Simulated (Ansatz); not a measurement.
CdBr₂:
```
CdBr2
1.0
    1.99823     1.15368     6.36059
   -1.99823     1.15368     6.36059
    0.00000    -2.30736     6.36059
Cd Br
1 2
Direct
  0.00000   0.00000   0.00000
  0.74854   0.74854   0.74854
  0.25146   0.25146   0.25146
```

Relaxed with r²SCAN+D4. Independent-particle spectrum: no excitons, no local fields, no scissors shift; 0.1 eV broadening; ε₁ of the summed bands alone.

Tabulate the dielectric function from r²SCAN+D4 in the plane-wave PAW code Ansatz.



| E (eV) | ε₁ xx | ε₂ xx | ε₁ zz | ε₂ zz |
|---|---|---|---|---|
| 0.0 | 4.05 | 0.00 | 3.89 | 0.00 |
| 0.3 | 4.06 | 0.00 | 3.90 | 0.00 |
| 0.6 | 4.07 | 0.00 | 3.91 | 0.00 |
| 0.9 | 4.10 | 0.00 | 3.94 | 0.00 |
| 1.2 | 4.14 | 0.00 | 3.97 | 0.00 |
| 1.5 | 4.19 | 0.00 | 4.02 | 0.00 |
| 1.8 | 4.26 | 0.00 | 4.08 | 0.00 |
| 2.1 | 4.34 | 0.00 | 4.16 | 0.00 |
| 2.4 | 4.45 | 0.00 | 4.26 | 0.00 |
| 2.7 | 4.58 | 0.00 | 4.39 | 0.00 |
| 3.0 | 4.75 | 0.00 | 4.57 | 0.00 |
| 3.3 | 4.99 | 0.00 | 4.81 | 0.00 |
| 3.6 | 5.33 | 0.01 | 5.29 | 0.06 |
| 3.9 | 5.94 | 0.19 | 5.55 | 0.60 |
| 4.2 | 6.20 | 0.78 | 5.65 | 0.90 |
| 4.5 | 6.41 | 1.15 | 5.88 | 1.21 |
| 4.8 | 6.71 | 1.64 | 5.94 | 1.91 |
| 5.1 | 7.25 | 2.10 | 6.25 | 1.63 |
| 5.4 | 7.76 | 3.27 | 7.08 | 3.88 |
| 5.7 | 8.18 | 6.19 | 4.78 | 6.08 |
| 6.0 | 3.25 | 6.46 | 3.15 | 3.25 |
| 6.3 | 3.76 | 4.57 | 4.42 | 2.31 |
| 6.6 | 4.86 | 5.42 | 5.08 | 3.86 |
| 6.9 | 3.89 | 6.77 | 4.88 | 4.68 |
| 7.2 | 2.04 | 7.26 | 3.93 | 5.95 |
| 7.5 | -0.59 | 5.74 | 1.46 | 3.76 |
| 7.8 | -0.06 | 3.53 | 3.45 | 4.34 |
| 8.1 | 0.46 | 2.99 | 1.43 | 4.48 |
| 8.4 | 1.60 | 2.62 | 3.06 | 2.66 |
| 8.7 | 1.98 | 3.09 | 3.26 | 6.05 |
| 9.0 | 2.65 | 3.60 | 2.05 | 5.38 |
| 9.3 | 1.84 | 4.89 | 1.37 | 6.02 |
| 9.6 | 0.50 | 4.77 | -0.27 | 7.22 |
| 9.9 | 0.91 | 4.90 | -1.74 | 4.84 |
| 10.2 | -0.45 | 4.32 | -1.71 | 3.40 |
| 10.5 | -0.30 | 3.99 | -1.10 | 2.32 |
| 10.8 | -0.98 | 3.73 | -0.22 | 2.18 |
| 11.1 | -1.33 | 3.22 | -0.28 | 2.84 |
| 11.4 | -1.06 | 2.09 | -0.35 | 2.14 |
| 11.7 | -0.57 | 2.37 | 0.06 | 2.36 |
| 12.0 | -0.58 | 1.91 | 0.22 | 2.39 |

From ε at 4.6 eV (xx: 6.52 + 1.28i), find n, k, the normal reflectivity and the absorption coefficient.

n = 2.57, k = 0.249, R = 20 %, α = 2kE/ħc = 120000 cm⁻¹.

With all bands, ε∞ without local fields is 4.16 (xx = yy), 4.00 (zz).

Space group R-3m. The first step of the workflow began from a Materials Project structure, measured or hypothetical; the Crystallography Open Database files this formula in space group No. 166, but the cells were not matched. Its standing as an ambient phase is unchecked. The r²SCAN+D4 relaxation kept the symmetry of its start; its stability against distortions is not shown here. Spin–orbit coupling is left out wherever it is not named.

Potentials: the later of the program's two PAW sets.
